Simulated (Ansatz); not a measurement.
SiMo2:
```yaml
crystal:
  lattice:
    - [4.46123, 0.00000, 0.00000]
    - [-2.23062, 3.86354, 0.00000]
    - [0.00000, 0.00000, 5.11466]
  atoms:
    - { symbol: Si, position: [0.33333, 0.66667, 0.25000] }
    - { symbol: Si, position: [0.66667, 0.33333, 0.75000] }
    - { symbol: Mo, position: [0.00000, 0.00000, 0.00000] }
    - { symbol: Mo, position: [0.00000, 0.00000, 0.50000] }
    - { symbol: Mo, position: [0.33333, 0.66667, 0.75000] }
    - { symbol: Mo, position: [0.66667, 0.33333, 0.25000] }
```

Relaxed with PBE. Special points in fractions of this cell's reciprocal vectors: Γ (0.000, 0.000, 0.000); M (0.500, 0.000, 0.000); K (0.333, 0.333, 0.000); A (0.000, 0.000, 0.500); L (0.500, 0.000, 0.500); H (0.333, 0.333, 0.500).

Question: List the band energies nearest the Fermi level at these points for plane-wave PAW PBE (Ansatz code).

Answer: In eV from the Fermi level; about four levels below and three above (degenerate sets whole), none deeper than 8.9 eV; points with the same levels are listed once.

```json
[
 {"k": "Γ", "below": "-3.51 -3.51 -3.07 -3.07 -0.38", "above": "0.01 0.01 0.97 0.97"},
 {"k": "M", "below": "-1.22 -0.76 -0.61 -0.59", "above": "0.70 1.03 1.29"},
 {"k": "K", "below": "-0.93 -0.64 -0.63 -0.63", "above": "0.69 0.73 0.73"},
 {"k": "A", "below": "-2.81 -2.81 -2.81 -2.81 -0.41 -0.41", "above": "0.98 0.98 0.98 0.98"},
 {"k": "L", "below": "-1.23 -1.23 -0.58 -0.58", "above": "0.12 0.12 0.35 0.35"},
 {"k": "H", "below": "-1.79 -1.79 -0.82 -0.82", "above": "0.20 0.20 0.43 0.43"}
]
```

Space group P6_3/mmc. A made-up cell: these elements were put on the sites of a structure type; neither database checked (COD, Materials Project) lists it. Whether it is the stable phase at ambient conditions was not checked. The cell was relaxed with PBE under the symmetry of its start; whether a distortion lowers the energy is not shown. The run is not spin-polarised. Scalar-relativistic: spin–orbit coupling is off unless named, which matters more the heavier the elements.

Potentials: the later of the program's two PAW sets.
